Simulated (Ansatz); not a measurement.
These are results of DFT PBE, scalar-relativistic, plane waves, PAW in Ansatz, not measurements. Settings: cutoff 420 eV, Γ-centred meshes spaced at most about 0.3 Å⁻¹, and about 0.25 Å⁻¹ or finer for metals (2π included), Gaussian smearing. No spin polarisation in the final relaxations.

All energies are static (0 K, no zero-point motion).

Two relaxed structures of BW3:

1.

```
CELL_PARAMETERS angstrom
0.00000 3.04722 3.04722
3.04722 0.00000 3.04722
3.04722 3.04722 0.00000
ATOMIC_POSITIONS crystal
B 0.00000 0.00000 0.00000
W 0.25000 0.25000 0.25000
W 0.75000 0.75000 0.75000
W 0.50000 0.50000 0.50000
```

2.

```
CELL_PARAMETERS angstrom
4.16025 0.00000 0.00000
0.00000 4.16025 0.00000
0.00000 0.00000 4.16025
ATOMIC_POSITIONS crystal
B 0.00000 0.00000 0.00000
W 0.50000 0.00000 0.00000
W 0.00000 0.50000 0.00000
W 0.00000 0.00000 0.50000
```

Task: Which form is favoured at zero pressure, and by what margin per atom?

Result: Cell 1 is lower, by 0.58 eV/atom. Cell 1 has the BiF3 (D0_3) type, space group Fm-3m (No. 225), 14.1 Å³/atom and no gap on its mesh; cell 2 has the ReO3 type, space group Pm-3m (No. 221), 18.0 Å³/atom and no gap. Counting W atoms around B (those within 1.25 times the shortest such distance or 1.15 times the sum of covalent radii; a plus sign parts nearer from farther groups), cell 1 has B 8+6 and cell 2 has B 6. The denser one is the lower, and pressure would at first widen the difference. Even the lower one lies +0.74 eV/atom against the reference forms of the elements (uncorrected), so neither is stable at this level. In cell 1, B has 8 W at 2.64 Å and 6 W at 3.05 Å; W on a site of symmetry -43m has 4 B at 2.64 Å, 4 W at 2.64 Å and 6 W at 3.05 Å; around W on a site of symmetry m-3m lie 8 W at 2.64 Å and 6 B at 3.05 Å. In cell 2, around B lie 6 W at 2.08 Å; W is surrounded by 2 B at 2.08 Å and 8 W at 2.94 Å. Both come from invented guesses. A third cell relaxed alike, in P6_3/mmc, lies 0.67 eV/atom below the lower of the two.

These runs have no spin–orbit coupling, which can matter for W. A magnetic state wasn't ruled out in cells without spin, among them Fm-3m, Pm-3m. Cells relaxed within their symmetry can be saddle points.
